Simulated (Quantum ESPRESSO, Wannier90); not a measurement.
**Al$_{3}$Os$_{2}$ (I4/mmm), plane waves to Wannier functions**

Materials Project entry mp-16521; symmetrised, unrelaxed at this level. Not found in the COD (Crystallography Open Database) copy used; not checked further. Method: PBEsol plane waves in Quantum ESPRESSO 7.5 (PseudoDojo norm-conserving files, 60 Ry, no spin polarisation, no spin-orbit coupling), Bloch states on a 4×4×4 mesh through Γ, Wannier90 4.0.1. Density: 14×14×14 mesh, cold smearing 0.01 Ry. Spin-orbit coupling is left out although heavy elements are present.

On the energy scale of pw.x, whose zero is arbitrary, the Fermi level lies at 15.71 eV.

Input w.win:

```
num_bands = 6
num_wann = 6
exclude_bands = 1-2,9-53
num_iter = 1000
conv_tol = 1.0e-6
conv_window = 4
write_hr = true
write_u_matrices = true
auto_projections = true
begin unit_cell_cart
ang
    0.0000000000   -3.1084800000    0.0000000000
    3.1084800000    0.0000000000    0.0000000000
   -1.5542400000    1.5542400000    7.0704450000
end unit_cell_cart
begin atoms_frac
Al   0.0000000000  0.0000000000  0.0000000000
Al   0.1957700000  0.1957700000  0.3915400000
Al  -0.1957700000 -0.1957700000 -0.3915400000
Os   0.3926400000  0.3926400000 -0.2147200000
Os  -0.3926400000 -0.3926400000  0.2147200000
end atoms_frac
mp_grid = 4 4 4
begin kpoints
0.0000000000 0.0000000000 0.0000000000
0.0000000000 0.0000000000 0.2500000000
0.0000000000 0.0000000000 0.5000000000
... (61 more lines: the 4x4x4 mesh through Gamma)
end kpoints
```

Input of pw2wannier90.x that gives the overlap and projection files (equivalent; here they were cut from one run over all bands):

```
&inputpp
  outdir = './out'
  prefix = 'pwscf'
  seedname = 'w'
  write_amn = .true.
  write_mmn = .true.
  atom_proj = .true.
  atom_proj_exclude = 1 2 3 4 5 6 7 8 9 10 11 12 13 17 18 19 20 21 22 23 27 28 29 30 31 32
/
```

Output w.wout (banner and timings cut):

```
                                    ------
                                    SYSTEM
                                    ------

                              Lattice Vectors (Ang)
                    a_1     0.000000  -3.108480   0.000000
                    a_2     3.108480   0.000000   0.000000
                    a_3    -1.554240   1.554240   7.070445

                   Unit Cell Volume:      68.31922  (Ang^3)

                        Reciprocal-Space Vectors (Ang^-1)
                    b_1     0.000000  -2.021305   0.444327
                    b_2     2.021305   0.000000   0.444327
                    b_3    -0.000000   0.000000   0.888655

 *----------------------------------------------------------------------------*
 |   Site       Fractional Coordinate          Cartesian Coordinate (Ang)     |
 +----------------------------------------------------------------------------+
 | al   1   0.00000   0.00000   0.00000   |    0.00000   0.00000   0.00000    |
 | al   2   0.19577   0.19577   0.39154   |    0.00000   0.00000   2.76836    |
 | al   3  -0.19577  -0.19577  -0.39154   |    0.00000   0.00000  -2.76836    |
 | os   1   0.39264   0.39264  -0.21472   |    1.55424  -1.55424  -1.51817    |
 | os   2  -0.39264  -0.39264   0.21472   |   -1.55424   1.55424   1.51817    |
 *----------------------------------------------------------------------------*
                                ------------
                                K-POINT GRID
                                ------------

             Grid size =  4 x  4 x  4      Total points =   64

 *---------------------------------- MAIN ------------------------------------*
 |  Number of Wannier Functions               :                 6             |
 |  Number of Objective Wannier Functions     :                 6             |
 |  Number of input Bloch states              :                 6             |
 |  Output verbosity (1=low, 5=high)          :                 1             |
 |  Timing Level (1=low, 5=high)              :                 1             |
 |  Optimisation (0=memory, 3=speed)          :                 3             |
 |  Length Unit                               :               Ang             |
 |  Post-processing setup (write *.nnkp)      :                 F             |
 |  Using Gamma-only branch of algorithms     :                 F             |
 *----------------------------------------------------------------------------*
 *------------------------------- WANNIERISE ---------------------------------*
 |  Total number of iterations                :              1000             |
 |  Number of CG steps before reset           :                 5             |
 |  Trial step length for line search         :             2.000             |
 |  Convergence tolerence                     :         0.100E-05             |
 |  Convergence window                        :                 4             |
 |  Iterations between writing output         :                 1             |
 |  Iterations between backing up to disk     :               100             |
 |  Write r^2_nm to file                      :                 F             |
 |  Write xyz WF centres to file              :                 F             |
 |  Write on-site energies <0n|H|0n> to file  :                 F             |
 |  Use guiding centre to control phases      :                 F             |
 |  Use phases for initial projections        :                 F             |
 *----------------------------------------------------------------------------*
 *-------------------------------- PLOTTING ----------------------------------*
 |  Plotting Hamiltonian in WF basis          :                 T             |
 *----------------------------------------------------------------------------*

       ... (k-mesh section left out)

 Starting a new Wannier90 calculation ...

 Reading overlaps from w.mmn

 Reading projections from w.amn

 *------------------------------- WANNIERISE ---------------------------------*
 +--------------------------------------------------------------------+<-- CONV
 | Iter  Delta Spread     RMS Gradient      Spread (Ang^2)            |<-- CONV
 +--------------------------------------------------------------------+<-- CONV

 ------------------------------------------------------------------------------
 Initial State
  WF centre and spread    1  (  1.554240, -1.554240, -1.518097 )     0.43680265
  WF centre and spread    2  (  1.554240, -1.554240, -1.518615 )     0.43230003
  WF centre and spread    3  (  1.554240, -1.554240, -1.518615 )     0.43230003
  WF centre and spread    4  ( -1.554240,  1.554240,  1.518097 )     0.43680265
  WF centre and spread    5  ( -1.554240,  1.554240,  1.518615 )     0.43230003
  WF centre and spread    6  ( -1.554240,  1.554240,  1.518615 )     0.43230003
  Sum of centres and spreads (  0.000000, -0.000000,  0.000000 )     2.60280542

      0     0.260E+01     0.0000000000        2.6028054219  <-- CONV
        O_D=      0.0000000 O_OD=      0.0007523 O_TOT=      2.6028054 <-- SPRD
 ------------------------------------------------------------------------------
      1    -0.180E-09     0.0000101741        2.6028054217  <-- CONV
        O_D=      0.0000000 O_OD=      0.0007523 O_TOT=      2.6028054 <-- SPRD
      2    -0.170E-10     0.0000063891        2.6028054217  <-- CONV
        O_D=      0.0000000 O_OD=      0.0007523 O_TOT=      2.6028054 <-- SPRD
      3    -0.519E-11     0.0000035571        2.6028054217  <-- CONV
        O_D=      0.0000000 O_OD=      0.0007523 O_TOT=      2.6028054 <-- SPRD
      4    -0.188E-11     0.0000020176        2.6028054217  <-- CONV
        O_D=      0.0000000 O_OD=      0.0007523 O_TOT=      2.6028054 <-- SPRD
             <<<     Delta < 1.000E-06  over  4 iterations     >>>
             <<< Wannierisation convergence criteria satisfied >>>
 Final State
  WF centre and spread    1  (  1.554240, -1.554240, -1.518097 )     0.43680265
  WF centre and spread    2  (  1.554240, -1.554240, -1.518615 )     0.43230003
  WF centre and spread    3  (  1.554240, -1.554240, -1.518615 )     0.43230003
  WF centre and spread    4  ( -1.554240,  1.554240,  1.518097 )     0.43680265
  WF centre and spread    5  ( -1.554240,  1.554240,  1.518615 )     0.43230003
  WF centre and spread    6  ( -1.554240,  1.554240,  1.518615 )     0.43230003
  Sum of centres and spreads (  0.000000, -0.000000,  0.000000 )     2.60280542

         Spreads (Ang^2)       Omega I      =     2.602053069
        ================       Omega D      =     0.000000004
                               Omega OD     =     0.000752349
    Final Spread (Ang^2)       Omega Total  =     2.602805422
```
